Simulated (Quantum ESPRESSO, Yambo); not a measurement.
## G0W0 results for AgNO$_{3}$

```cif
data_Ag2N2O6
_chemical_formula_sum 'N2 O6 Ag2'
_space_group_name_H-M_alt 'P 1'
_space_group_IT_number 1
_cell_length_a 6.20173
_cell_length_b 6.20173
_cell_length_c 6.20173
_cell_angle_alpha 49.089
_cell_angle_beta 49.089
_cell_angle_gamma 49.089
loop_
_space_group_symop_operation_xyz
  'x, y, z'
loop_
_atom_site_label
_atom_site_type_symbol
_atom_site_fract_x
_atom_site_fract_y
_atom_site_fract_z
_atom_site_occupancy
N1 N 0.77698 0.77698 0.77698 1
N2 N 0.27698 0.27698 0.27698 1
O1 O 0.48858 0.00823 0.33590 1
O2 O 0.00823 0.33590 0.48858 1
O3 O 0.33590 0.48858 0.00823 1
O4 O 0.83590 0.50823 0.98858 1
O5 O 0.98858 0.83590 0.50823 1
O6 O 0.50823 0.98858 0.83590 1
Ag1 Ag 0.00345 0.00345 0.00345 1
Ag2 Ag 0.50345 0.50345 0.50345 1
```

The geometry is that of Materials Project entry mp-552185, symmetrised and not relaxed again.

Starting point: PBEsol (Quantum ESPRESSO, PseudoDojo norm-conserving, 84 Ry, scalar-relativistic). G0W0 in Yambo: 2×2×2 Γ-centred k mesh, bands 9 to 199 and a 7 Ry block in the screening, 199 bands in G with the Bruneval-Gonze terminator, plasmon pole fitted at 27.2 eV.

```yaml
PBEsol gap along the band path: 1.72 eV
PBEsol gap between the mesh's edge points (F → Γ): 1.78 eV
G0W0 gap between the same points: 4.14 eV
PBEsol smallest direct gap on the mesh (at Γ): 1.90 eV
G0W0 direct gap at that point: 4.37 eV
estimate of the fundamental G0W0 gap (path gap plus the correction; the mesh misses a band edge): 4.08 eV
```

| k point | band | E PBEsol (eV) | E QP (eV) | shift (eV) | Z |
|---|---|---|---|---|---|
| Γ | VB | -0.12 | -1.16 | -1.05 | 0.80 |
| Γ | CB | 1.78 | 3.21 | 1.43 | 0.80 |
| L | VB | -0.13 | -1.12 | -0.98 | 0.79 |
| L | CB | 2.81 | 4.46 | 1.65 | 0.79 |
| F | VB | 0.00 | -0.93 | -0.93 | 0.79 |
| F | CB | 2.63 | 4.29 | 1.66 | 0.79 |
| Z | VB | -0.35 | -1.46 | -1.11 | 0.80 |
| Z | CB | 1.92 | 3.27 | 1.35 | 0.81 |

Energies count from the PBEsol valence-band maximum.

Nearest settings tried, and what they do to the gap: 136 bands in W, 136 bands in G: +42 meV; 6 Ry block (219 vectors against 261): +15 meV. Not varied: mesh. So the settings aren't converged at that level. The k mesh is coarse.

Spin-orbit splittings are left out.

The structure is a Materials Project entry; no match was found in the copy of COD used, and its stability was not checked.
